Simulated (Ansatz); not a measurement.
Start of a relaxation of KAuS₂:

```cif
data_structure
_symmetry_space_group_name_H-M 'P 1'
_symmetry_Int_Tables_number 1
_cell_length_a 4.7520
_cell_length_b 4.7520
_cell_length_c 4.6670
_cell_angle_alpha 90.000
_cell_angle_beta 90.000
_cell_angle_gamma 90.000
_cell_volume 105.39
loop_
_atom_site_label
_atom_site_type_symbol
_atom_site_fract_x
_atom_site_fract_y
_atom_site_fract_z
_atom_site_occupancy
K1 K 0.50000 0.50000 0.50000 1
S1 S 0.50000 0.00000 0.00000 1
S2 S 0.00000 0.50000 0.00000 1
Au1 Au 0.00000 0.00000 0.00000 1
```

Method: DFT PBE, scalar-relativistic, plane waves, PAW in Ansatz 0.2.0. Cutoff 420 eV, Gaussian smearing, Γ-centred meshes. Cell and atoms relax on a converged mesh. In metals the finer mesh still leaves noise of several meV/atom or more. The steps can't lower the symmetry of their start. No spin polarisation in the relaxation; trial moments died out in a coarse test.

A guess keeps its type if space group and coordination stay and the shape of the cell changes little (axis ratios within about 15 %, angles within 6°); the volume may change.

Task: Does this structure survive the relaxation?

Result: It keeps its type. The symmetry stays P4/mmm (No. 123). The volume per atom grows by 4.2 %, from 26.3 to 27.5 Å³. The shortest distance goes from 2.38 Å (Au–S) to 2.42 Å (Au–S). The ratio c/a of the conventional cell changes by a factor of 0.98. Counting neighbours within 15 % of an atom's shortest distance, the start has Au 4, K 8, S 2 and the end Au 4, K 8, S 2.

The zero of energy is the elements' standard structures at the same level; no fitted shifts are applied.

Task: At what energy does it end?

Result: −0.26 eV/atom. It lies below the elements, which doesn't yet make it stable against other compounds or structures.

The last run used a 10×10×10 mesh for its 4-atom cell and Gaussian smearing of 0.10 eV. Spin–orbit coupling, which can matter for Au, is left out. The reference form of S is held partly by dispersion forces, which this level lacks. Symmetry constrained the relaxation, so the result can be a saddle point.
